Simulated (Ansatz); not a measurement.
# Mg$_{3}$CdSe$_{4}$ (P4/mmm) at 2 levels of theory

One geometry, relaxed with PBE; plane waves with PAW potentials in Ansatz, scalar-relativistic. No spin polarisation. Gaps are the least over mesh and band path; pressure is positive in compression.

```yaml
crystal:
  lattice:
    - [3.94046, 0.00000, 0.00000]
    - [0.00000, 3.94046, 0.00000]
    - [0.00000, 0.00000, 11.16933]
  atoms:
    - { symbol: Mg, position: [0.50000, 0.50000, 0.25336] }
    - { symbol: Mg, position: [0.00000, 0.00000, 0.50000] }
    - { symbol: Mg, position: [0.50000, 0.50000, 0.74664] }
    - { symbol: Cd, position: [0.00000, 0.00000, 0.00000] }
    - { symbol: Se, position: [0.00000, 0.00000, 0.25567] }
    - { symbol: Se, position: [0.50000, 0.50000, 0.50000] }
    - { symbol: Se, position: [0.00000, 0.00000, 0.74433] }
    - { symbol: Se, position: [0.50000, 0.50000, 0.00000] }
```

```json
{"level": "PBE", "cutoff (eV)": "420", "k mesh": "10×10×4", "gap (eV)": "0.39", "pressure (GPa)": "0.0"}
```

Task: What comes out on the same cell with r2SCAN?

Result:
| level | cutoff (eV) | k mesh | gap (eV) | pressure (GPa) |
| --- | --- | --- | --- | --- |
| r2SCAN | 500 | 10×10×4 | 0.89 | -1.4 |

The structure comes from a generated guess; another structure or a mixture of phases may lie lower.
